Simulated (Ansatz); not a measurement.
# Equation of state of Lu7Te2Pd2

A database entry relaxed whole under r2SCAN (Imm2):

```
Lu Te Pd
1.0
    -1.94046    7.61205    4.74082
     1.94046   -7.61205    4.74082
     1.94046    7.61205   -4.74082
Lu Te Pd
7 2 2
Direct
  0.00154 0.00154 0.00000
  0.91114 0.26793 0.64321
  0.62473 0.26793 0.35679
  0.31038 0.62634 0.68405
  0.94229 0.62634 0.31595
  0.28632 0.41646 0.86985
  0.54661 0.41646 0.13015
  0.26536 0.76536 0.50000
  0.66162 0.66162 0.00000
  0.69473 0.93171 0.76302
  0.16869 0.93171 0.23698
```

The cell was scaled uniformly, its shape held, and the atoms relaxed at each volume with plane-wave PAW DFT (Ansatz 0.2.0; r2SCAN, 500 eV, 6×6×6 Γ-centred mesh, fermi-dirac occupations of width 0.100 eV; no spin, no spin-orbit coupling). One row is withheld.

```csv
volume (Å³/atom),energy over the lowest (meV/atom),pressure (GPa)
23.936,23.0,5.05
24.445,?,?
24.955,2.5,1.56
25.464,0.0,0.07
25.973,2.0,-1.28
26.483,8.1,-2.50
```

Q: Fit the pressures of the other rows to the third-order Birch-Murnaghan form.

A: With f = [(V₀/V)^(2/3) − 1]/2 and P = 3B₀f(1 + 2f)^(5/2)[1 + 3(B₀′ − 4)f/2], least squares gives V₀ = 25.49 Å³ an atom, B₀ = 70.6 GPa and B₀′ = 4.1; the rows miss the fit by less than 0.01 GPa. The slope of the energies differs from these pressures by less than 0.05 GPa.

Q: What does the withheld row hold?

A: The fit gives 3.21 GPa at 24.445 Å³; the run gave 3.21 GPa and 9.9 meV an atom.

Caveats: the shape of the cell was held, so B₀ is an upper bound where the axes differ in stiffness; 0 K, fixed nuclei; the symmetry was kept, and this need not be the phase that is stable at 0 K; one mesh for all volumes; every run is gapless at this level; pressure is positive in compression.
